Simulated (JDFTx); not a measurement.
An input for a modified build of JDFTx (Hf(1 0 -1 1), CANDLE, water, 1 M NaF; bohr, hartree) and the course of its log:

```
lattice \
  6.0327237346 3.0163618673 0.0000000000 \
  0.0000000000 10.8714115640 0.0000000000 \
  0.0000000000 0.0000000000 44.7865091536
coords-type Lattice
ion Hf 0.2430151187 0.0139697623 -0.1575283226 0
ion Hf 0.9716399123 0.5567201751 -0.1421647070 0
ion Hf 0.6340383200 0.2319233598 -0.0596748310 0
ion Hf 0.3647925623 0.7704148752 -0.0426248790 0
ion Hf 0.0185637728 0.4628724543 0.0426248790 0
ion Hf 0.7493180150 0.0013639698 0.0596748310 0
ion Hf 0.4117164227 0.6765671544 0.1421647070 0
ion Hf 0.1403412163 0.2193175672 0.1575283226 0
ion-species pseudo/hf_pbe_v1.upf
elec-cutoff 20 100
elec-ex-corr gga-PBE
coulomb-interaction Slab 001
coulomb-truncation-embed 0 0 0
kpoint-folding 8 8 1
elec-smearing Fermi 0.01
elec-n-bands 63
target-mu -0.113555
electronic-scf nIterations 100 energyDiffThreshold 1e-07
fluid LinearPCM
pcm-variant CANDLE
fluid-solvent H2O
fluid-cation Na+ 1
fluid-anion F- 1
fluid-minimize nIterations 400 knormThreshold 1e-12
wavefunction read f0.wfns
elec-initial-eigenvals f0.eigenvals
elec-initial-fillings read f0.fillings
fluid-initial-state f0.fluidState
dump-name f0_u0.$VAR
dump End State Ecomponents EigStats BandEigs Forces ElecDensity IonicPositions Fillings Kpoints Dtot FluidDebug BoundCharge FluidDensity
```

```
[one cycle in 5 is shown, and the last three; fluid-solver lines are left out]
	FillingsUpdate:  mu: -0.113555000  nElectrons: 101.367695
SCF: Cycle:  0   G: -383.788992379324270   dG: +3.518e+00   |Residual|: 1.579e-01   |deigs|: 3.501e-08
	FillingsUpdate:  mu: -0.113555000  nElectrons: 97.705075
SCF: Cycle:  5   G: -387.050559492856280   dG: +1.075e-01   |Residual|: 4.382e-02   |deigs|: 1.597e-03
	FillingsUpdate:  mu: -0.113555000  nElectrons: 102.347340
SCF: Cycle: 10   G: -382.220363343180225   dG: +6.009e-02   |Residual|: 1.879e-01   |deigs|: 1.949e-04
	FillingsUpdate:  mu: -0.113555000  nElectrons: 105.387691
SCF: Cycle: 15   G: -375.663813818002041   dG: -2.446e-01   |Residual|: 2.784e-01   |deigs|: 3.444e-04
	FillingsUpdate:  mu: -0.113555000  nElectrons: 99.406350
SCF: Cycle: 20   G: -385.758404368158210   dG: +2.080e-01   |Residual|: 1.041e-01   |deigs|: 1.090e-03
	FillingsUpdate:  mu: -0.113555000  nElectrons: 98.180448
SCF: Cycle: 25   G: -386.540474620507553   dG: +2.788e-01   |Residual|: 7.556e-02   |deigs|: 1.739e-03
	FillingsUpdate:  mu: -0.113555000  nElectrons: 95.693235
SCF: Cycle: 30   G: -387.261525428337904   dG: -3.969e-02   |Residual|: 1.634e-02   |deigs|: 5.985e-04
	FillingsUpdate:  mu: -0.113555000  nElectrons: 99.793992
SCF: Cycle: 35   G: -385.263417399740604   dG: +1.638e+00   |Residual|: 1.201e-01   |deigs|: 7.482e-03
	FillingsUpdate:  mu: -0.113555000  nElectrons: 98.115138
SCF: Cycle: 40   G: -386.750734898347332   dG: +1.541e-01   |Residual|: 6.476e-02   |deigs|: 1.321e-03
	FillingsUpdate:  mu: -0.113555000  nElectrons: 101.818778
SCF: Cycle: 45   G: -383.335937973281375   dG: +9.013e-02   |Residual|: 1.611e-01   |deigs|: 2.388e-04
	FillingsUpdate:  mu: -0.113555000  nElectrons: 101.121922
SCF: Cycle: 50   G: -384.340908644465969   dG: -8.979e-01   |Residual|: 1.382e-01   |deigs|: 2.247e-03
	FillingsUpdate:  mu: -0.113555000  nElectrons: 97.844029
SCF: Cycle: 55   G: -386.796537610744508   dG: -1.575e-01   |Residual|: 6.135e-02   |deigs|: 9.741e-04
	FillingsUpdate:  mu: -0.113555000  nElectrons: 87.918203
SCF: Cycle: 60   G: -376.472135780933002   dG: -1.296e+00   |Residual|: 2.335e-01   |deigs|: 1.773e-03
	FillingsUpdate:  mu: -0.113555000  nElectrons: 97.922201
SCF: Cycle: 65   G: -386.783720544514608   dG: +2.977e-01   |Residual|: 6.234e-02   |deigs|: 2.597e-03
	FillingsUpdate:  mu: -0.113555000  nElectrons: 94.150504
SCF: Cycle: 70   G: -387.011246102754001   dG: -2.641e-01   |Residual|: 5.060e-02   |deigs|: 1.901e-03
	FillingsUpdate:  mu: -0.113555000  nElectrons: 94.593736
SCF: Cycle: 75   G: -387.160690727454949   dG: -1.147e+00   |Residual|: 3.976e-02   |deigs|: 1.415e-02
	FillingsUpdate:  mu: -0.113555000  nElectrons: 90.254167
SCF: Cycle: 80   G: -382.318832719645002   dG: -4.343e+00   |Residual|: 1.595e-01   |deigs|: 7.492e-03
	FillingsUpdate:  mu: -0.113555000  nElectrons: 96.798091
SCF: Cycle: 85   G: -387.123586992134165   dG: -3.600e-01   |Residual|: 3.963e-02   |deigs|: 1.051e-02
	FillingsUpdate:  mu: -0.113555000  nElectrons: 97.987714
SCF: Cycle: 90   G: -386.538655192472845   dG: -4.121e-02   |Residual|: 8.770e-02   |deigs|: 1.636e-02
	FillingsUpdate:  mu: -0.113555000  nElectrons: 97.250787
SCF: Cycle: 95   G: -387.251557704765332   dG: -1.718e-01   |Residual|: 3.043e-02   |deigs|: 2.182e-03
	FillingsUpdate:  mu: -0.113555000  nElectrons: 94.993134
SCF: Cycle: 97   G: -387.247187317764315   dG: +5.098e-02   |Residual|: 2.141e-02   |deigs|: 2.204e-03
	FillingsUpdate:  mu: -0.113555000  nElectrons: 93.019400
SCF: Cycle: 98   G: -386.320276057034278   dG: +9.269e-01   |Residual|: 7.330e-02   |deigs|: 7.069e-03
	FillingsUpdate:  mu: -0.113555000  nElectrons: 94.933053
SCF: Cycle: 99   G: -387.239418845697060   dG: -9.191e-01   |Residual|: 2.071e-02   |deigs|: 6.954e-03
SCF: None of the convergence criteria satisfied after 100 iterations.
IonicMinimize: Iter:   0  G: -387.239418845697060  |grad|_K:  0.000e+00
IonicMinimize: Converged (|grad|_K<1.000000e-04).
```

This run gave no converged result. The electronic loop ended without meeting its threshold, so the last energy, electron count and forces aren't results.
